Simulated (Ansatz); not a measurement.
TiNb:
```yaml
crystal:
  lattice:
    - [1.63242, -2.30169, 0.00000]
    - [1.63242, 2.30169, 0.00000]
    - [0.00000, 0.00000, 4.65792]
  atoms:
    - { symbol: Ti, position: [0.50000, 0.50000, 0.50000] }
    - { symbol: Nb, position: [0.00000, 0.00000, 0.00000] }
```

Relaxed with r²SCAN.

### Question
Map the electron localisation function on the plane through (0.500, 0.500, 0.500) spanned by u = [1, 0, 0] and v = [0, 1, 1] in lattice vectors, from the program Ansatz at the r²SCAN level (PAW).

### Answer
x is the fraction of u, y of v (the angle between them is 100°; rows are the nearest grid lines); atoms in the plane: Ti at (0.00, 0.00), Nb at (0.50, 0.50).
```
|  +%#-..:..-#%+  |
|.-#%*:..:..-#%+:.|
|*#%*-..:-..:*%#**|
|=-:..-+*+=:..-=+=|
|...:-+***=-:.....|
|::-=++++==-::...:|
|=++++=-:::::::--=|
|+**=-:..::::::-=+|
|++=-..:-+*+=-::=+|
|--::=#@@@@@@%+::-|
|--:=#@@%*#@@@*-:-|
|-:-*@@%=.-#@@*-:-|
|-:-*@@#-.=%@@*-:-|
|-:-*@@@#*%@@#=:--|
|-::+%@@@@@@#=::--|
|+=::-=+*+-:..-=++|
|+=-::::::..:-=**+|
|=--:::::::-=++++=|
|:...::-==++++=-::|
|.....:-=***+-:...|
|=+=-..:=+*+-..:-=|
|**#%*:..-:..-*%#*|
|.:+%#-..:..:*%#-.|
|  +%#-..:..-#%+  |
```
Scale: ten equal steps from 0.007 (start of ' ') to 0.780 (end of '@'), in the order ' .:-=+*#%@'; x runs from 0.000 to 1.00, y from 0.000 (bottom) to 1.00 (top).

The density is the valence pseudo-density with augmentation charge, so density and ELF within about 1 Å of a nucleus are not all-electron values.

Space group Cmmm. The workflow started from a Materials Project entry (that database holds measured and hypothetical structures alike); the Crystallography Open Database copy checked does not list it. With Ti and Nb taken as one species the cell has the higher symmetry Im-3m, so it may be an ordered model of a mixed-site phase. Its standing as an ambient phase is unchecked. The cell was relaxed with r²SCAN under the symmetry of its start; its stability against distortions is not shown here. No spin polarisation was allowed.

Potentials: the later of the program's two PAW sets.
